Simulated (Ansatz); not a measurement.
ZrSiO:
```cif
data_O2Si2Zr2
_chemical_formula_sum 'Zr2 Si2 O2'
_space_group_name_H-M_alt 'P 1'
_space_group_IT_number 1
_cell_length_a 3.29814
_cell_length_b 3.29814
_cell_length_c 7.29979
_cell_angle_alpha 90.000
_cell_angle_beta 90.000
_cell_angle_gamma 90.000
loop_
_space_group_symop_operation_xyz
  'x, y, z'
loop_
_atom_site_label
_atom_site_type_symbol
_atom_site_fract_x
_atom_site_fract_y
_atom_site_fract_z
_atom_site_occupancy
Zr1 Zr 0.00000 0.50000 0.69068 1
Zr2 Zr 0.50000 0.00000 0.30932 1
Si1 Si 0.50000 0.50000 0.00000 1
Si2 Si 0.00000 0.00000 0.00000 1
O1 O 0.00000 0.50000 0.39016 1
O2 O 0.50000 0.00000 0.60984 1
```

Relaxed with r²SCAN.

Tabulate the valence density and the electron localisation function along the shortest Si–Si contact (2.33 Å), r²SCAN (plane waves, PAW; program Ansatz).



```tsv
distance from Si (Å)	density (e/Å³)	ELF
0.23	0.09	0.28
0.35	0.16	0.21
0.47	0.26	0.27
0.58	0.37	0.44
0.70	0.45	0.62
0.82	0.50	0.74
0.93	0.51	0.80
1.05	0.51	0.82
1.17	0.51	0.82
1.28	0.51	0.82
1.40	0.51	0.80
1.52	0.50	0.74
1.63	0.45	0.62
1.75	0.37	0.43
1.87	0.26	0.27
1.98	0.16	0.21
2.10	0.09	0.28
```

The density is the valence pseudo-density with augmentation charge, so density and ELF within about 1 Å of a nucleus are not all-electron values.

Space group P4/nmm. The workflow started from a Materials Project entry (that database holds measured and hypothetical structures alike); the Crystallography Open Database copy checked does not list it. Its standing as an ambient phase is unchecked. The cell was relaxed with r²SCAN under the symmetry of its start; whether a distortion lowers the energy is not shown. No spin polarisation was allowed.

Potentials: the later of the program's two PAW sets.
